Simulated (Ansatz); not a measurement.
# Property card for BeS

BeS:
```
BeS
1.0
    3.42358     0.00000     0.00000
   -1.71179     2.96490     0.00000
    0.00000     0.00000     7.74641
Be S
3 3
Direct
  0.00000   0.50000   0.33333
  0.50000   0.50000   0.66667
  0.50000   0.00000   0.00000
  0.00000   0.50000   0.83333
  0.50000   0.50000   0.16667
  0.50000   0.00000   0.50000
```

Space group P6_422 (No. 181); conventional cell a = b = 3.4236 Å, c = 7.7464 Å, α = β = 90.00°, γ = 120.00°.

Method: plane-wave PAW PBEsol (Ansatz code). Structure relaxed to zero pressure with the same functional. Other levels are named where they apply.

### Cell and energy

Volume per atom: 13.11 Å³
Density: 2.60 g/cm³
Formation energy from the elements (no fitted shifts): -0.81 eV/atom

### Electronic structure

- Band gap: 2.48 eV (indirect)
- Valence-band maximum: on the Γ–M line, 6 % of the way from Γ
- Conduction-band minimum: on the M–K line, 9 % of the way from M (6 equivalent valleys)
- Smallest direct gap on the standard path: 3.77 eV
- Electron effective mass: 0.28, 0.44, 0.56 mₑ (principal values)
- HSE06 gap on the PBEsol cell: 3.52 eV

### Mechanics

Bulk modulus (Birch–Murnaghan fit): 1050 kbar
Pressure derivative B′: 3.8
Elastic constants (relaxed ions, GPa): C11 = 198, C12 = 58.4, C13 = 55.0, C33 = 214, C44 = 67.5
Mechanical stability: stable (all eigenvalues of C positive)
Hill bulk and shear moduli: 105 and 70.3 GPa
Young's modulus: 172 GPa
Poisson's ratio: 0.23
Debye temperature from the elastic constants: 726 K
Piezoelectric stress constants (proper, relaxed ions, C/m²): e14 = 0.04, e25 = -0.04

### Dielectric response

Electronic dielectric constant ε∞ (DFPT): 6.88 (xx = yy), 7.51 (zz)
Static dielectric constant ε0 (ions relaxed, cell fixed): 11.1 (xx = yy), 11.4 (zz)
Born charges (a third of the trace): Be +1.87, S -1.87 e

### Phonons

- Highest zone-centre frequency (without LO–TO term): 78.5 meV
- Zone-centre stability: no imaginary mode at Γ
- Dynamical stability on the path: stable (no imaginary branch)
- Zero-point energy: 68.1 meV/atom
- Vibrational entropy at 300 K: 16.4 J/(K·mol of atoms)

The start of the workflow was typed in or built on a structure type; neither database checked (COD, Materials Project) lists it. COD files the formula under space group No. 216. Its standing as an ambient phase is unchecked. The cell was relaxed with PBEsol under the symmetry of its start. Signs of piezoelectric constants follow the polarity of the cell as given. The references are the lowest solids computed at this level, not always the standard phases.

Potentials: the later of the program's two PAW sets.
